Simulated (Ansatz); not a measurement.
CdAg:
```
CdAg
1.0
    3.34602     0.00000     0.00000
    0.00000     3.34602     0.00000
    0.00000     0.00000     3.34602
Cd Ag
1 1
Direct
  0.50000   0.50000   0.50000
  0.00000   0.00000   0.00000
```

Relaxed with r²SCAN. Special points in fractions of this cell's reciprocal vectors: Γ (0.000, 0.000, 0.000); X (0.000, 0.500, 0.000); M (0.500, 0.500, 0.000); R (0.500, 0.500, 0.500).

Question: List the band energies nearest the Fermi level at these points for the program Ansatz at the r²SCAN level (PAW).

Answer: In eV from the Fermi level; about four levels below and three above (degenerate sets whole), none deeper than 8.9 eV; points with the same levels are listed once.

```csv
k,below,above
Γ,-5.49 -5.49 -4.59 -4.59 -4.59,5.31 5.31 5.31
X,-5.24 -5.24 -4.77 -4.75 -3.00,10.69 10.69 11.12 11.12
M,-4.70 -4.70 -4.35 -1.41 -1.41,1.46 1.94 11.78
R,-6.03 -6.03 -6.03 -4.32 -4.32,2.67 4.30 4.30 4.30
```

Space group Pm-3m (CsCl type). The workflow started from a Materials Project entry (that database holds measured and hypothetical structures alike); the Crystallography Open Database files this formula in space group No. 221, but the cells were not matched. Its standing as an ambient phase is unchecked. The cell was relaxed with r²SCAN under the symmetry of its start; its stability against distortions is not shown here. No spin polarisation was allowed. Spin–orbit coupling is left out wherever it is not named.

Potentials: the later of the program's two PAW sets.
